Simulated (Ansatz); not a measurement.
SnRu3C:
```
CELL_PARAMETERS angstrom
      4.06751     0.00000     0.00000
      0.00000     4.06751     0.00000
      0.00000     0.00000     4.06751
ATOMIC_POSITIONS crystal
  Sn 0.00000 0.00000 0.00000
  Ru 0.00000 0.50000 0.50000
  Ru 0.50000 0.00000 0.50000
  Ru 0.50000 0.50000 0.00000
  C  0.50000 0.50000 0.50000
```

Relaxed with r²SCAN.

**Question.** Map the valence electron density (e/Å³), cut off at 3 on the plane through (0.000, 0.000, 0.000) spanned by u = [1, 0, 0] and v = [0, 1, 1] in lattice vectors, from DFT-r²SCAN in the program Ansatz with PAW potentials.

**Answer.** x is the fraction of u, y of v (the angle between them is 90°; rows are the nearest grid lines); atoms in the plane: Sn at (0.00, 0.00), Ru at (0.00, 0.50), C at (0.50, 0.50).
```
y \ x   0.000  0.100  0.200  0.250  0.350  0.450  0.550  0.650  0.750  0.800  0.900   1.00
------  -----  -----  -----  -----  -----  -----  -----  -----  -----  -----  -----  -----
1.00     3.00   3.00   1.16  0.419  0.186  0.131  0.131  0.186  0.419   1.16   3.00   3.00
0.931    3.00   3.00  0.683  0.353  0.193  0.149  0.149  0.193  0.353  0.683   3.00   3.00
0.862    1.32  0.740  0.336  0.262  0.212  0.208  0.208  0.212  0.262  0.336  0.740   1.32
0.759   0.282  0.252  0.213  0.206  0.235  0.296  0.296  0.235  0.206  0.213  0.252  0.282
0.690   0.536  0.400  0.258  0.238  0.299  0.413  0.413  0.299  0.238  0.258  0.400  0.536
0.621    3.00   1.82  0.520  0.401  0.549  0.900  0.900  0.549  0.401  0.520   1.82   3.00
0.552    3.00   3.00   1.33  0.737   1.03   1.63   1.63   1.03  0.737   1.33   3.00   3.00
0.448    3.00   3.00   1.33  0.737   1.03   1.63   1.63   1.03  0.737   1.33   3.00   3.00
0.379    3.00   1.82  0.520  0.401  0.549  0.900  0.900  0.549  0.401  0.520   1.82   3.00
0.310   0.536  0.400  0.258  0.238  0.299  0.413  0.413  0.299  0.238  0.258  0.400  0.536
0.241   0.282  0.252  0.213  0.206  0.235  0.296  0.296  0.235  0.206  0.213  0.252  0.282
0.138    1.32  0.740  0.336  0.262  0.212  0.208  0.208  0.212  0.262  0.336  0.740   1.32
0.0690   3.00   3.00  0.683  0.353  0.193  0.149  0.149  0.193  0.353  0.683   3.00   3.00
0.000    3.00   3.00   1.16  0.419  0.186  0.131  0.131  0.186  0.419   1.16   3.00   3.00
```

The density is the valence pseudo-density with augmentation charge, so density and ELF within about 1 Å of a nucleus are not all-electron values.

Space group Pm-3m (anti-perovskite). The start of the workflow was typed in or built on a structure type; neither database checked (COD, Materials Project) lists it. Its standing as an ambient phase is unchecked. The cell was relaxed with r²SCAN under the symmetry of its start; its stability against distortions is not shown here. No spin polarisation was allowed. Scalar-relativistic: spin–orbit coupling is off unless named, which matters more the heavier the elements.

Potentials: the earlier of the program's two PAW sets.
